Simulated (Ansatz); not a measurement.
## Calculated field gradients at the nuclei for MgVCuO4

The cell is a Materials Project structure (computed, not necessarily an observed phase), atoms as given.

```
CELL_PARAMETERS angstrom
2.89804 -4.39121 0.00000
2.89804 4.39121 0.00000
0.00000 0.00000 6.33993
ATOMIC_POSITIONS crystal
Mg 0.00000 0.00000 0.50000
Mg 0.00000 0.00000 0.00000
V 0.35655 0.64345 0.25000
V 0.64345 0.35655 0.75000
Cu 0.66645 0.33355 0.25000
Cu 0.33355 0.66645 0.75000
O 0.72964 0.77658 0.25000
O 0.77658 0.72964 0.75000
O 0.27036 0.22342 0.75000
O 0.22342 0.27036 0.25000
O 0.24012 0.75988 0.47110
O 0.75988 0.24012 0.52890
O 0.24012 0.75988 0.02890
O 0.75988 0.24012 0.97110
```

Atom numbers follow the list; atoms alike are taken as one site, whose name carries the number of the first.

All values are calculated (Ansatz; DFT, PBE, plane waves and PAW, scalar-relativistic, 420 eV cutoff, Γ-centred 5×5×4 k-points, Fermi–Dirac smearing 0.02 eV), not measured.

C_Q = eQV_zz/h, which is 24.18 MHz for Q = 1 b and V_zz = 10²¹ V/m²; η = (V_xx − V_yy)/V_zz. Directions are in the Cartesian axes of the cell vectors above, for the atom listed; none is given where the gradient is under 0.02 or η is above 0.95.

```csv
site,first atom,first shell,V_zz (10²¹ V/m²),η,"direction of V_zz (x, y, z)"
Mg,1,6 O at 2.12–2.15 Å,-0.35,0.39,0.00 -0.70 0.71
V,3,4 O at 1.74–1.81 Å,0.52,0.72,0.00 0.00 1.00
Cu,5,4 O at 1.95–2.22 Å; also 6 O at 3.08–3.28 Å,-4.28,0.89,0.00 0.00 1.00
O7,7,"1 V at 1.81 Å, 2 Mg at 2.15 Å, 1 Cu at 2.22 Å; also 1 Cu at 3.08 Å",-2.74,0.60,0.00 0.00 1.00
O11,11,"1 V at 1.74 Å, 1 Cu at 1.95 Å, 1 Mg at 2.12 Å",2.93,0.98,–
```

The largest force is 0.8 eV/Å, so the atoms aren't at the calculated equilibrium and relaxing them would move these values. Where η is near 1 the sign of V_zz means little.
